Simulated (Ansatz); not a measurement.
AgI (zinc blende), relaxed with LDA (Ansatz, a first-principles code, plane waves, PAW): a = b = c = 6.3480 Å, α = β = γ = 90.00°.

```
Item                  Value
--------------------  -----
gap (eV)               1.06
B₀ by P(V) fit (GPa)   41.4
```

### Question
The same phase is relaxed and computed with HSE06 in the same code. What are the cell and these values now?

### Answer
a = b = c = 6.618 Å, α = β = γ = 90.00°.

* **gap (eV)**: 2.51
* **B₀ by P(V) fit (GPa)**: 25.9

All cells were relaxed under the symmetry of their starts (and spin orders); stability against distortions was not tested throughout. Rows with no word on spin ran without spin polarisation. Spin–orbit coupling is left out wherever it is not named.

Potentials: the later of the program's two PAW sets.

Ansatz is a plane-wave DFT program.
